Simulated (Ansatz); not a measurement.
Relaxed-ion elastic tensor of BaIrO$_{3}$ (cubic perovskite, Pm-3m) in GPa (Voigt order), r²SCAN in the plane-wave PAW code Ansatz; density 9.61 g/cm³, 13.04 Å³ per atom.

```
     1    2    3     4     5     6
-  ---  ---  ---  ----  ----  ----
1  289  133  133   0.0   0.0   0.0
2  133  289  133   0.0   0.0   0.0
3  133  133  289   0.0   0.0   0.0
4  0.0  0.0  0.0  82.6   0.0   0.0
5  0.0  0.0  0.0   0.0  82.6   0.0
6  0.0  0.0  0.0   0.0   0.0  82.6
```

Problem. Is the crystal mechanically stable?

Solution. Yes: the smallest eigenvalue of C is 82.6 GPa.

Problem. Work out the Voigt, Reuss and Hill averages.

Solution. K_V = 185, K_R = 185, K_H = 185; G_V = 80.8, G_R = 80.7, G_H = 80.7 GPa.

Problem. Give Young's modulus, Poisson's ratio, Pugh's ratio and the universal anisotropy index.

Solution. E = 9KG/(3K + G) = 211 GPa; ν = 0.31; K/G = 2.29 (ductile by the Pugh limit of 1.75); A_U = 5G_V/G_R + K_V/K_R − 6 = 0.00.

Problem. Estimate the sound speeds and the Debye temperature.

Solution. v_l = √((K + 4G/3)/ρ) = 5510 m/s, v_t = √(G/ρ) = 2900 m/s, mean 3240 m/s; Θ = (h/k)(3n/4πV)^(1/3) v_m = 410 K.

Problem. Give the Zener ratio and Young's modulus along [100], [110] and [111].

Solution. A = 2C44/(C11 − C12) = 1.06; 1/E = S11 − 2(S11 − S12 − S44/2)Γ with Γ = 0, 1/4, 1/3 gives 205, 213, 216 GPa.

Problem. Solve the Christoffel equation for the three sound speeds along [100], [110], [111].

Solution. Eigenvalues of C_ijkl n_j n_l equal ρv². In km/s, slowest first: [100] 2.93, 2.93, 5.48; [110] 2.85, 2.93, 5.52; [111] 2.88, 2.88, 5.54.

The workflow started from an entry of the Crystallography Open Database (COD). Whether it is the stable phase at ambient conditions was not checked. Symmetry was held in the r²SCAN relaxation; of distortions, only those at the zone centre were tested. No spin polarisation was allowed. With an odd number of electrons in the cell and no spin polarisation, the count alone makes it a metal. As this level gives no gap, shear constants depend on the k-mesh and smearing (Fermi–Dirac, 0.1 eV here). Spin–orbit coupling is left out wherever it is not named.

Potentials: the later of the program's two PAW sets.
